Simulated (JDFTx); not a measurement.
- surface = ZrSi2(010), Si outermost, slab composition Zr4Si8
- bulk = ZrSi2, Cmcm, lattice of mp-1515 (not re-optimised)
- slab = 12 atoms in 10 planes, 1x1, 12.8 Å between the outermost planes
- in-plane cell = 3.673 × 3.683 Å, 13.53 Å²
- cell height = 29.3 Å
- sampling = 6×6×1 k mesh, Fermi smearing 0.01 Ha, no spin polarisation

Whether this polymorph is the ambient one wasn't checked. Neither spin polarisation nor a larger cell was tried.

Profiles through the double layer of this slab, charged, in SCCS (g09 parameters), water, 1 M NaCl; PBE, GBRV ultrasoft potentials, plane waves to 20/100 Ha, a modified build of JDFTx. z is the height above the outermost atoms, φ the plane-averaged electrostatic potential energy of an electron (zero in the bulk liquid), ρ_b the bound charge of solvent and ions, s the cavity shape function (0 in the solid, 1 in the liquid).

```json
[
 {"z (Å)": "0.81", "n (e/Å³)": "0.1294", "s": "0.00", "φ (eV)": "-2.133", "ρ_b (10⁻³ e/Å³)": "0.00"},
 {"z (Å)": "1.28", "n (e/Å³)": "0.0501", "s": "0.00", "φ (eV)": "-1.017", "ρ_b (10⁻³ e/Å³)": "-0.01"},
 {"z (Å)": "1.74", "n (e/Å³)": "0.0168", "s": "0.00", "φ (eV)": "-0.197", "ρ_b (10⁻³ e/Å³)": "-0.36"},
 {"z (Å)": "2.21", "n (e/Å³)": "0.0055", "s": "0.01", "φ (eV)": "0.009", "ρ_b (10⁻³ e/Å³)": "0.84"},
 {"z (Å)": "2.67", "n (e/Å³)": "0.0018", "s": "0.37", "φ (eV)": "0.011", "ρ_b (10⁻³ e/Å³)": "1.85"},
 {"z (Å)": "3.14", "n (e/Å³)": "0.0006", "s": "1.00", "φ (eV)": "0.009", "ρ_b (10⁻³ e/Å³)": "0.70"},
 {"z (Å)": "3.60", "n (e/Å³)": "0.0002", "s": "1.00", "φ (eV)": "0.008", "ρ_b (10⁻³ e/Å³)": "0.24"},
 {"z (Å)": "4.07", "n (e/Å³)": "0.0001", "s": "1.00", "φ (eV)": "0.007", "ρ_b (10⁻³ e/Å³)": "0.08"},
 {"z (Å)": "4.53", "n (e/Å³)": "0.0000", "s": "1.00", "φ (eV)": "0.006", "ρ_b (10⁻³ e/Å³)": "0.03"},
 {"z (Å)": "5.00", "n (e/Å³)": "0.0000", "s": "1.00", "φ (eV)": "0.005", "ρ_b (10⁻³ e/Å³)": "0.01"},
 {"z (Å)": "5.46", "n (e/Å³)": "0.0000", "s": "1.00", "φ (eV)": "0.005", "ρ_b (10⁻³ e/Å³)": "0.01"},
 {"z (Å)": "5.93", "n (e/Å³)": "0.0000", "s": "1.00", "φ (eV)": "0.004", "ρ_b (10⁻³ e/Å³)": "0.00"},
 {"z (Å)": "6.39", "n (e/Å³)": "0.0000", "s": "1.00", "φ (eV)": "0.003", "ρ_b (10⁻³ e/Å³)": "0.00"},
 {"z (Å)": "6.86", "n (e/Å³)": "0.0000", "s": "1.00", "φ (eV)": "0.003", "ρ_b (10⁻³ e/Å³)": "0.00"},
 {"z (Å)": "7.32", "n (e/Å³)": "0.0000", "s": "1.00", "φ (eV)": "0.002", "ρ_b (10⁻³ e/Å³)": "0.00"},
 {"z (Å)": "7.79", "n (e/Å³)": "0.0000", "s": "1.00", "φ (eV)": "0.002", "ρ_b (10⁻³ e/Å³)": "0.00"}
]
```

Problem. Is the electrode positively or negatively charged, and roughly by how much?

Solution. Negatively: σ = -2.5 μC/cm² per face. The liquid's bound charge is of the opposite sign overall, and far from the surface φ decays with the screening length (3.0 Å).
